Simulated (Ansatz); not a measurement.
Te₂W:
```
Te2W
1.0
   -2.60583     2.60583     7.07710
    2.60583    -2.60583     7.07710
    2.60583     2.60583    -7.07710
W Te
2 4
Direct
  0.50000   0.50000   0.00000
  0.25000   0.75000   0.50000
  0.30576   0.30576   0.00000
  0.05576   0.55576   0.50000
  0.44424   0.94424   0.50000
  0.69424   0.69424   0.00000
```

Relaxed with PBE. Special points in fractions of this cell's reciprocal vectors: Γ (0.000, 0.000, 0.000); X (0.000, 0.000, 0.500); P (0.250, 0.250, 0.250); N (0.000, 0.500, 0.000); M (0.500, 0.500, -0.500); S (0.284, 0.716, -0.284); S0 (-0.284, 0.284, 0.284); R (-0.068, 0.068, 0.500); G (0.500, 0.500, -0.068).

Task: List the band energies nearest the Fermi level at these points for DFT-PBE in the program Ansatz with PAW potentials.

Result: In eV from the Fermi level; about four levels below and three above (degenerate sets whole), none deeper than 8.9 eV; points with the same levels are listed once.

| k | below | above |
|---|---|---|
| Γ | -0.88 -0.73 -0.73 -0.50 | 0.75 0.75 1.47 |
| X | -0.99 -0.99 -0.56 -0.56 | 0.77 0.77 1.54 1.54 |
| P | -1.54 -1.54 -0.01 -0.01 | 0.54 0.54 1.54 1.54 |
| N | -1.36 -1.22 -0.19 -0.06 | 0.14 0.38 1.73 1.74 |
| M | -0.70 -0.70 -0.35 -0.35 | 0.57 0.57 1.30 1.30 |
| S | -1.60 -1.20 -0.11 -0.02 | 0.13 0.37 1.60 |
| R | -1.02 -1.02 -0.52 -0.52 | 0.72 0.72 1.48 1.48 |

Space group I4_1/amd. A made-up cell: these elements were put on the sites of a structure type; neither database checked (COD, Materials Project) lists it. COD files the formula under space group No. 31. Whether it is the stable phase at ambient conditions was not checked. The PBE relaxation kept the symmetry of its start; its stability against distortions is not shown here. The run is not spin-polarised. Scalar-relativistic: spin–orbit coupling is off unless named, which matters more the heavier the elements.

Potentials: the later of the program's two PAW sets.
